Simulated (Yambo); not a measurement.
Yambo run on KMgH$_{3}$ (cubic perovskite, space group Pm-3m, No. 221). The wavefunctions are PBEsol (Quantum ESPRESSO, PseudoDojo norm-conserving, 84 Ry, without SOC) ones on a 4×4×4 mesh (11 occupied bands); a = b = c = 3.988 Å, α = β = γ = 90.00°.

Yambo input:

```
rim_cut
gw0
dyson
el_el_corr
HF_and_locXC
ppa
em1d
RandQpts= 1000000
RandGvec= 1 Ry
EXXRLvcs= 84 Ry
VXCRLvcs= 336 Ry
Chimod= "HARTREE"
% BndsRnXp
 5 | 115 |
%
NGsBlkXp= 8 Ry
% LongDrXp
 1.0 | 1.0 | 1.0 |
%
PPAPntXp= 27.2114 eV
% GbndRnge
 1 | 42 |
%
GTermKind= "BG"
DysSolver= "n"
ExtendOut
% QPkrange
 3 | 3 | 11 | 11 |
 10 | 10 | 11 | 12 |
%
```

k points by index: 3 = X, 10 = R.

The o-*.qp file then holds:

```
#    K-point    Band    Eo [eV]    E [eV]    E-Eo [eV]    Vxc [eV]    Vnlxc [eV]    Sc|Eo [eV]    Sc|E [eV]    dSc/dw|Eo [eV]    Re(Z)    Im(Z)
#
    3    11    0.000000    -1.452520    -1.452520    -11.11226    -14.39558    1.472248    1.830793    -6.716347    0.802037    -0.001517
    10    11    -2.178485    -3.734389    -1.555904    -10.53210    -14.52215    2.019665    2.434144    -7.248165    0.789659    -0.001524
    10    12    2.326225    3.169437    0.843212    -9.518401    -5.452293    -3.055333    -3.222895    -5.406637    0.834242    -0.001308
```
(The two width columns are left out.) Convergence of these settings isn't established.

Geometry of the Materials Project entry, not relaxed at this level.
